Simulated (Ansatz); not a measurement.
## Computed properties of ZnInGaO₄

ZnInGaO4:
```cif
data_GaInO4Zn
_chemical_formula_sum 'Zn1 In1 Ga1 O4'
_space_group_name_H-M_alt 'P 1'
_space_group_IT_number 1
_cell_length_a 8.80450
_cell_length_b 8.80450
_cell_length_c 8.80450
_cell_angle_alpha 21.675
_cell_angle_beta 21.675
_cell_angle_gamma 21.675
loop_
_space_group_symop_operation_xyz
  'x, y, z'
loop_
_atom_site_label
_atom_site_type_symbol
_atom_site_fract_x
_atom_site_fract_y
_atom_site_fract_z
_atom_site_occupancy
Zn1 Zn 0.21885 0.21885 0.21885 1
In1 In 0.00321 0.00321 0.00321 1
Ga1 Ga 0.78696 0.78696 0.78696 1
O1 O 0.29562 0.29562 0.29562 1
O2 O 0.71122 0.71122 0.71122 1
O3 O 0.12085 0.12085 0.12085 1
O4 O 0.86330 0.86330 0.86330 1
```

Space group R3m (No. 160); conventional cell a = b = 3.311 Å, c = 25.783 Å, α = β = 90.00°, γ = 120.00°.

Method: DFT-HSE06 in the program Ansatz with PAW potentials. The cell and atoms are relaxed at this level. Other levels are named where they apply.

**Cell and energy**

Volume per atom: 11.66 Å³
Density: 6.39 g/cm³

**Electronic structure**

- Band gap = 3.03 eV (smallest direct gap 3.03 eV)
- Valence-band maximum = at T
- Conduction-band minimum = at Γ
- Gap with spin–orbit coupling = 3.02 eV (at the special points and the edges found without it)

**Mechanics**

- Bulk modulus (Birch–Murnaghan fit): 180 GPa
- Pressure derivative B′: 4.4

**Charges**

Bader charges: Zn +1.33, In +1.97, Ga +1.99, O -1.35 to -1.31 e

The cell was relaxed with HSE06 under the symmetry of its start. The hybrid was solved on a coarse mesh, the path and, where they were found, the r²SCAN edge points; its band edges are the extreme levels among these. Spin–orbit coupling is left out wherever it is not named.

Potentials: the later of the program's two PAW sets.
